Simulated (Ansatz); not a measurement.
ScSi$_{2}$:
```
CELL_PARAMETERS angstrom
      3.99569     0.00000     0.00000
     -1.99784     3.46037     0.00000
      0.00000     0.00000     3.64897
ATOMIC_POSITIONS crystal
  Sc 0.00000 0.00000 0.00000
  Si 0.33333 0.66667 0.50000
  Si 0.66667 0.33333 0.50000
```

Relaxed with r²SCAN.

Give the Bader charges and basin volumes of the independent atoms, r²SCAN in the plane-wave PAW code Ansatz.



```
atom  Bader charge (e)  Bader volume (Å³)
----  ----------------  -----------------
Sc1              +1.51               11.3
Si2              -0.76               19.6
```

Space group P6/mmm. The workflow started from an entry of the Crystallography Open Database (COD). Whether it is the stable phase at ambient conditions was not checked. Symmetry was held in the r²SCAN relaxation; whether a distortion lowers the energy is not shown. No spin polarisation was allowed.

Potentials: the later of the program's two PAW sets.
